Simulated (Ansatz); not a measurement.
Input and command of a plane-wave DFT calculation in Ansatz:

```yaml
crystal:
  lattice:
    - [-1.579330375, 1.5973, 1.579330375]
    - [1.615269625, -1.5973, 1.615269625]
    - [1.579330375, 1.5973, -1.579330375]
  atoms:
    - { symbol: W, position: [0.0, 0.0, 0.0] }
basis:
  ecutwfc: 420
kpoints:
  mp_grid: { grid: [20, 20, 20] }
hamiltonian:
  xc: pbesol
scf:
  occupations: { method: gaussian, width: 0.15 }
output:
  forces: true
  stress: true
  eigenvalues: true
```

```bash
ansatz run input.yaml --threads 1 --pin off --max-ram 2560MiB --backend cpu --events-out ev --progress --plain --runs-dir out
```

Processor: Intel(R) Xeon(R) Processor @ 2.50GHz (Skylake/Cascade Lake), 1 thread, on a host shared with other jobs.

Q: Estimate time, memory and problem size.

A: About 23 s on 1 thread of Intel(R) Xeon(R) Processor @ 2.50GHz (Skylake/Cascade Lake), on a shared host, peak memory 0.51 GiB. It solves 11 bands at 1166 k points (the mesh reduced by symmetry) with about 321 plane waves, in 6 SCF iterations.
